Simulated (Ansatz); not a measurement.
Input and command of a plane-wave DFT calculation in Ansatz:

```yaml
crystal:
  lattice:
    - [3.4370996642, 0.0, 0.0]
    - [-1.7185498321, 2.9766156245, 0.0]
    - [0.0, 0.0, 11.0916441609]
  atoms:
    - { symbol: Bi, position: [0.3333333333, 0.6666666667, 0.25] }
    - { symbol: Bi, position: [0.6666666667, 0.3333333333, 0.75] }
    - { symbol: F, position: [0.3333333333, 0.6666666667, 0.6132110317] }
    - { symbol: F, position: [0.6666666667, 0.3333333333, 0.1132110317] }
    - { symbol: F, position: [0.3333333333, 0.6666666667, 0.8867889683] }
    - { symbol: F, position: [0.6666666667, 0.3333333333, 0.3867889683] }
basis:
  ecutwfc: 420
kpoints:
  mp_grid: { grid: [12, 12, 4] }
hamiltonian:
  xc: pbe
scf:
  occupations: { method: gaussian, width: 0.1 }
output:
  forces: true
  stress: true
  eigenvalues: true
relax:
  adjacent_minimum: "off"
  f_tol: 0.01
  max_steps: 80
  cell: { stress_tol: 0.05 }
```

```bash
ansatz run input.yaml --threads 1 --pin off --max-ram 2560MiB --backend cpu --events-out ev --progress --plain --runs-dir out
```

Processor: Intel(R) Xeon(R) 6975P-C (Granite Rapids), 1 thread, on a host shared with other jobs.

Q: Estimate time, memory and problem size.

A: About 38 s on 1 thread of Intel(R) Xeon(R) 6975P-C (Granite Rapids), with other jobs on the host, peak memory 0.5 GiB. It solves 35 bands at 57 k points (the mesh reduced by the symmetry that the task leaves, which can be less than the crystal's) with about 2197 plane waves (on the last cell), in 25 SCF iterations over 4 ionic steps.
